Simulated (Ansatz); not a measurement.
Consider the following.

Cr (bcc, W type)

```cif
data_Cr2
_chemical_formula_sum 'Cr2'
_space_group_name_H-M_alt 'Im-3m'
_space_group_IT_number 229
_space_group_name_Hall '-I 4 2 3'
_cell_length_a 2.82933
_cell_length_b 2.82933
_cell_length_c 2.82933
_cell_angle_alpha 90.000
_cell_angle_beta 90.000
_cell_angle_gamma 90.000
loop_
_atom_site_label
_atom_site_type_symbol
_atom_site_symmetry_multiplicity
_atom_site_Wyckoff_symbol
_atom_site_fract_x
_atom_site_fract_y
_atom_site_fract_z
_atom_site_occupancy
Cr1 Cr 2 a 0.00000 0.00000 0.00000 1
```
(The calculation used a cell of 1 atom; values per cell refer to that cell.)

E(V) scan at fixed shape, V₀ the volume above. Symmetry pins the atoms to their sites.

Method: r2SCAN (plane waves to 500 eV, PAW, scalar-relativistic; Ansatz, a first-principles code). k mesh 23×23×23 (Γ-centred), Fermi-Dirac smearing 0.05 eV. E stands for the smeared free energy. Compression counts positive. Cr is run without spin polarisation. Cr was relaxed with its symmetry unable to fall. Real Cr orders magnetically; this run has no moments, which shifts volume and moduli. ΔE is measured from the relaxed starting cell.

The scan covers V/V₀ from 0.840 to 1.160 in 9 points.

Problem. What is the fitted pressure derivative B₀′?

Solution. 4.1.

Problem. What bulk modulus B₀ follows from a third-order Birch-Murnaghan fit?

Solution. 277 GPa.

(A scan under strain: stresses follow from slopes of the energy per volume, elastic moduli from its curvatures.)
